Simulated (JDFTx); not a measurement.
An input for a modified build of JDFTx (AlRu(100), nonlinear PCM (GLSSA13), water, 0.5 M NaCl; bohr, hartree) and the course of its log:

```
lattice \
  5.6361081667 0.0000000000 0.0000000000 \
  0.0000000000 5.6361081667 0.0000000000 \
  0.0000000000 0.0000000000 47.0541805032
coords-type Lattice
ion Al 0.0000000000 0.0000000000 -0.1197791160 0
ion Al 0.0000000000 0.0000000000 0.0000000000 0
ion Al 0.0000000000 0.0000000000 0.1197791160 0
ion Ru 0.5000000000 0.5000000000 -0.1779529088 0
ion Ru 0.5000000000 0.5000000000 -0.0598895580 0
ion Ru 0.5000000000 0.5000000000 0.0598895580 0
ion Ru 0.5000000000 0.5000000000 0.1779529088 0
ion-species pseudo/al_pbe_v1.upf
ion-species pseudo/ru_pbe_v1.2.upf
elec-cutoff 20 100
elec-ex-corr gga-PBE
coulomb-interaction Slab 001
coulomb-truncation-embed 0 0 0
kpoint-folding 8 8 1
elec-smearing Fermi 0.01
elec-n-bands 50
electronic-scf nIterations 100 energyDiffThreshold 1e-08
fluid NonlinearPCM
pcm-variant GLSSA13
fluid-solvent H2O
fluid-cation Na+ 0.5
fluid-anion Cl- 0.5
wavefunction read vac.wfns
elec-initial-eigenvals vac.eigenvals
dump-name f2.$VAR
dump End State Ecomponents EigStats BandEigs Forces ElecDensity IonicPositions Fillings Kpoints Dtot FluidDebug BoundCharge FluidDensity
```

```
[one cycle in 5 is shown, and the last three; fluid-solver lines are left out]
	FillingsUpdate:  mu: -0.151429994  nElectrons: 73.000000
SCF: Cycle:  0   F: -386.386787624626606   dF: +4.723e-04   |Residual|: 5.088e-03   |deigs|: 9.231e-05
	FillingsUpdate:  mu: -0.149180539  nElectrons: 73.000000
SCF: Cycle:  5   F: -386.387342220040978   dF: +1.870e-06   |Residual|: 2.827e-04   |deigs|: 2.800e-04
	FillingsUpdate:  mu: -0.148794532  nElectrons: 73.000000
SCF: Cycle: 10   F: -386.387344469080745   dF: +5.694e-07   |Residual|: 1.759e-04   |deigs|: 4.928e-05
	FillingsUpdate:  mu: -0.148766659  nElectrons: 73.000000
SCF: Cycle: 15   F: -386.387345035988403   dF: +1.067e-07   |Residual|: 8.963e-05   |deigs|: 1.041e-04
	FillingsUpdate:  mu: -0.148788781  nElectrons: 73.000000
SCF: Cycle: 20   F: -386.387345184838921   dF: +3.673e-08   |Residual|: 3.137e-05   |deigs|: 5.204e-05
	FillingsUpdate:  mu: -0.148762092  nElectrons: 73.000000
SCF: Cycle: 25   F: -386.387345220163070   dF: -1.438e-08   |Residual|: 1.008e-05   |deigs|: 2.804e-05
	FillingsUpdate:  mu: -0.148771927  nElectrons: 73.000000
SCF: Cycle: 30   F: -386.387345214018580   dF: -3.307e-08   |Residual|: 2.271e-05   |deigs|: 1.928e-05
	FillingsUpdate:  mu: -0.148793896  nElectrons: 73.000000
SCF: Cycle: 35   F: -386.387345199609626   dF: +1.784e-08   |Residual|: 1.901e-05   |deigs|: 2.278e-05
	FillingsUpdate:  mu: -0.148771321  nElectrons: 73.000000
SCF: Cycle: 40   F: -386.387345218486018   dF: -1.905e-08   |Residual|: 1.627e-05   |deigs|: 2.134e-05
	FillingsUpdate:  mu: -0.148793795  nElectrons: 73.000000
SCF: Cycle: 45   F: -386.387345198086621   dF: +1.950e-08   |Residual|: 2.224e-05   |deigs|: 2.416e-05
	FillingsUpdate:  mu: -0.148768682  nElectrons: 73.000000
SCF: Cycle: 50   F: -386.387345220659654   dF: -1.626e-08   |Residual|: 1.091e-05   |deigs|: 2.457e-05
	FillingsUpdate:  mu: -0.148771646  nElectrons: 73.000000
SCF: Cycle: 55   F: -386.387345216050733   dF: -3.744e-08   |Residual|: 1.928e-05   |deigs|: 2.198e-05
	FillingsUpdate:  mu: -0.148776704  nElectrons: 73.000000
SCF: Cycle: 60   F: -386.387345220213433   dF: -1.200e-08   |Residual|: 1.737e-05   |deigs|: 8.467e-06
	FillingsUpdate:  mu: -0.148774229  nElectrons: 73.000000
SCF: Cycle: 65   F: -386.387345216077449   dF: -3.491e-07   |Residual|: 1.962e-05   |deigs|: 1.751e-05
	FillingsUpdate:  mu: -0.148792351  nElectrons: 73.000000
SCF: Cycle: 70   F: -386.387345209703938   dF: +8.453e-09   |Residual|: 1.543e-05   |deigs|: 2.100e-05
	FillingsUpdate:  mu: -0.148771461  nElectrons: 73.000000
SCF: Cycle: 75   F: -386.387345216664926   dF: -2.557e-08   |Residual|: 1.818e-05   |deigs|: 2.211e-05
	FillingsUpdate:  mu: -0.148795986  nElectrons: 73.000000
SCF: Cycle: 80   F: -386.387345208474244   dF: +7.660e-09   |Residual|: 1.701e-05   |deigs|: 2.589e-05
	FillingsUpdate:  mu: -0.148769943  nElectrons: 73.000000
SCF: Cycle: 85   F: -386.387345217238078   dF: -9.366e-09   |Residual|: 1.688e-05   |deigs|: 2.433e-05
	FillingsUpdate:  mu: -0.148771185  nElectrons: 73.000000
SCF: Cycle: 90   F: -386.387345214091852   dF: -3.721e-08   |Residual|: 2.059e-05   |deigs|: 2.041e-05
	FillingsUpdate:  mu: -0.148779940  nElectrons: 73.000000
SCF: Cycle: 95   F: -386.387345223271893   dF: -1.202e-08   |Residual|: 1.349e-05   |deigs|: 5.978e-06
	FillingsUpdate:  mu: -0.148755091  nElectrons: 73.000000
SCF: Cycle: 97   F: -386.387345143173150   dF: +6.962e-08   |Residual|: 4.475e-05   |deigs|: 2.446e-05
	FillingsUpdate:  mu: -0.148774100  nElectrons: 73.000000
SCF: Cycle: 98   F: -386.387345212976697   dF: -6.980e-08   |Residual|: 2.248e-05   |deigs|: 1.950e-05
	FillingsUpdate:  mu: -0.148795786  nElectrons: 73.000000
SCF: Cycle: 99   F: -386.387345165163538   dF: +4.781e-08   |Residual|: 3.552e-05   |deigs|: 2.296e-05
SCF: None of the convergence criteria satisfied after 100 iterations.
IonicMinimize: Iter:   0  F: -386.387345165163538  |grad|_K:  0.000e+00
IonicMinimize: Converged (|grad|_K<1.000000e-04).
```

This run gave no converged result. The loop ran out of cycles short of its threshold. It has stalled and not diverged: the last ten energies span 8e-08 Ha, so the total is near its end, but levels, forces and charges aren't shown converged.
